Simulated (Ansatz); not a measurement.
# HfV$_{2}$: constraining the magnetisation

HfV$_{2}$ is taken as an experimental structure (space group Fd-3m), 6 atoms in the cell. Source: COD entry 1537905; it may be a high-temperature, high-pressure or metastable form.

```xyz
6
Lattice="0.0000 3.7060 3.7060 3.7060 0.0000 3.7060 3.7060 3.7060 0.0000" Properties=species:S:1:pos:R:3 pbc="T T T"
Hf    3.7060    3.7060    3.7060
Hf    5.5590    5.5590    5.5590
V     0.9265    0.9265    0.9265
V     0.9265    2.7795    2.7795
V     2.7795    2.7795    0.9265
V     2.7795    0.9265    2.7795
```

Atoms are numbered from 1 in the order listed.

These are results of DFT, r2SCAN, PAW, plane waves, scalar-relativistic (Ansatz), not measurements.

```yaml
Plane-wave_cutoff: 500 eV
k-point_mesh: 5×5×5 (Γ-centred)
Occupations: Gaussian smearing, 0.1 eV
Valence_electrons: 104
```

Moments by site are taken inside atomic spheres; the rest lies between them.

r2SCAN tends to overstate moments and magnetic energies in itinerant metals.

For a metal this mesh leaves errors of several meV/atom.

The total moment of the cell is held fixed (separate Fermi levels for the two spins), shared at the start among the V atoms with one sign; no search for lower states follows. F is the free energy per cell, and F(lowest) that of the lowest run, the runs with a free moment included. Each row is one local solution, which need not be the lowest state at that M. The run at M = 0 starts without moments and gives the spin-unpolarised solution; a state with cancelling moments wasn't tried, and may lie lower. The program warns that the SCF threshold is loose for stress, so pressures can be off by 0.1 GPa or more.

The run at M = 2.58 μB took 17 s on 2 threads of Arm Neoverse V2, with other jobs on the host, peak memory 0.79 GiB.

| fixed M (μB/cell) | F − F(lowest) (meV/cell) | moments of Hf1 Hf2 V3 V4 V5 V6 (μB) | absolute moment (μB) | pressure (GPa) |
| --- | --- | --- | --- | --- |
| 0.00 | 185 | 0.00 0.00 0.00 0.00 0.00 0.00 | 0.00 | -6.9 |
| 0.64 | 183 | 0.02 0.02 0.10 0.10 0.10 0.10 | 0.64 | -6.8 |
| 1.29 | 51 | 0.31 0.31 -0.58 -0.58 -0.58 1.65 | 5.14 | -2.4 |
| 1.93 | 82 | 0.25 0.25 -0.32 -0.32 -0.32 1.58 | 4.20 | -3.3 |
| 2.58 | 58 | -0.23 -0.23 0.69 0.69 0.69 0.69 | 3.95 | -2.4 |
| 3.22 | 17 | -0.19 -0.19 0.77 0.77 0.77 0.77 | 4.28 | -1.9 |
| 3.86 | 1 | -0.16 -0.16 0.87 0.87 0.87 0.87 | 4.74 | -1.5 |
| 4.51 | 29 | -0.14 -0.14 0.97 0.97 0.97 0.97 | 5.29 | -1.2 |
| 5.15 | 133 | -0.08 -0.08 1.05 1.05 1.05 1.05 | 5.65 | -0.9 |

The lowest fixed-moment run is the one at M = 3.86 μB (1 meV). With the constraint released: “parallel moments scaled by 0.1, free total moment [V3 0.20, V4 0.20, V5 0.20, V6 0.20 μB]” ends at 3.76 μB, 0 meV; “parallel moments, free total moment [V3 2.00, V4 2.00, V5 2.00, V6 2.00 μB]” ends at 3.76 μB, 0 meV. No free run was started from the rows with opposed moments, so the zero need not be the lowest state of the cell. The rows don't fall on one smooth curve: runs end on different branches of solutions, so neighbouring rows can't be interpolated. In some rows rounding makes the starting moments of like atoms unequal, which lowers the symmetry of the run.
